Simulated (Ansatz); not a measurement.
CuI:
```yaml
crystal:
  lattice:
    - [0.00000, 3.01145, 3.01145]
    - [3.01145, 0.00000, 3.01145]
    - [3.01145, 3.01145, 0.00000]
  atoms:
    - { symbol: I, position: [0.75000, 0.75000, 0.75000] }
    - { symbol: Cu, position: [0.00000, 0.00000, 0.00000] }
```

Relaxed with r²SCAN. Special points in fractions of this cell's reciprocal vectors: Γ (0.000, 0.000, 0.000); X (0.500, 0.000, 0.500); U (0.625, 0.250, 0.625); K (0.375, 0.375, 0.750); L (0.500, 0.500, 0.500); W (0.500, 0.250, 0.750).

Q: List the band energies nearest the valence-band maximum at these points for r²SCAN in the plane-wave PAW code Ansatz.

A: In eV from the valence-band maximum; about four levels below and three above (degenerate sets whole), none deeper than 8.9 eV; points with the same levels are listed once.

| k | below | above |
|---|---|---|
| Γ | -1.92 -1.92 0.00 0.00 0.00 | 1.67 5.24 5.24 5.24 |
| X | -1.84 -1.82 -1.56 -1.56 | 2.90 3.17 9.93 |
| U | -1.89 -1.77 -1.56 -1.30 | 3.36 4.97 8.03 |
| L | -1.89 -1.89 -1.84 -0.74 -0.74 | 2.57 5.75 5.75 |
| W | -1.99 -1.98 -1.82 -1.66 -1.31 | 4.87 4.97 6.52 |

Space group F-43m (zinc blende). The r²SCAN relaxation kept the symmetry of its start; phonons on a q-mesh show no instability. The run is not spin-polarised. Spin–orbit coupling is left out wherever it is not named.

Potentials: the later of the program's two PAW sets.
